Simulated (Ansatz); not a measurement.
**Cs2NaLaCl6: computed property card**

Cs₂NaLaCl₆:
```
CELL_PARAMETERS angstrom
      0.00000     5.32959     5.32959
      5.32959     0.00000     5.32959
      5.32959     5.32959     0.00000
ATOMIC_POSITIONS crystal
  Cs 0.75000 0.75000 0.75000
  Cs 0.25000 0.25000 0.25000
  Na 0.50000 0.50000 0.50000
  La 0.00000 0.00000 0.00000
  Cl 0.74600 0.25400 0.25400
  Cl 0.25400 0.74600 0.74600
  Cl 0.25400 0.74600 0.25400
  Cl 0.74600 0.25400 0.74600
  Cl 0.25400 0.25400 0.74600
  Cl 0.74600 0.74600 0.25400
```

Space group Fm-3m (No. 225); conventional cell a = b = c = 10.659 Å, α = β = γ = 90.00°.

Method: LDA (plane waves, PAW; program Ansatz). Structure relaxed to zero pressure with the same functional. Other levels are named where they apply.

Cell and energy:

```json
{
 "volume_per_atom": "30.28 Å³",
 "density": "3.51 g/cm³",
 "Formation energy from the elements (no fitted shifts)": "-2.15 eV/atom"
}
```

Electronic structure:

```json
{
  "band_gap": "4.89 eV (direct)",
  "valence_band_maximum": "at Γ",
  "conduction_band_minimum": "at Γ",
  "electron_effective_mass": "22 mₑ (isotropic)",
  "Hole effective mass, band 1 of 3 at the edge": "3.0 along [110], 2.3 along [111] (mₑ)",
  "Hole effective mass, band 2 of 3 at the edge": "1.3 along [100], 2.0 along [110], 1.7 along [111] (mₑ)",
  "Hole effective mass, band 3 of 3 at the edge": "1.3 along [100], 1.3 along [110], 1.7 along [111] (mₑ)"
}
```

Mechanics:

```json
{
 "Bulk modulus (Birch–Murnaghan fit)": "25.3 GPa",
 "Pressure derivative B′": "5.7",
 "Elastic constants (relaxed ions, GPa)": "C11 = 54.5, C12 = 10.9, C44 = 7.2",
 "mechanical_stability": "stable (all eigenvalues of C positive)",
 "hill_bulk_and_shear_moduli": "25.4 and 11.5 GPa",
 "Young's modulus": "29.9 GPa",
 "Poisson's ratio": "0.30",
 "debye_temperature_from_the_elastic_constants": "193 K"
}
```

Dielectric response:

```json
{
 "Electronic dielectric constant ε∞ (DFPT)": "2.96",
 "Born charges (a third of the trace)": "Cs +1.33, Na +1.24, La +3.54, Cl -1.24 e"
}
```

Phonons:

```json
{
  "Highest zone-centre frequency (without LO–TO term)": "295 cm⁻¹",
  "zone_centre_stability": "unstable, softest mode 43i cm⁻¹",
  "dynamical_stability_on_the_path": "unstable, down to 43i cm⁻¹"
}
```

The first step of the workflow began from a Materials Project structure, measured or hypothetical; the Crystallography Open Database copy checked does not list it. Whether it is the stable phase at ambient conditions was not checked. The cell was relaxed with LDA under the symmetry of its start. The references are the lowest solids computed at this level, not always the standard phases (solids in place of the gases). Spin–orbit coupling is left out wherever it is not named.

Potentials: the later of the program's two PAW sets.
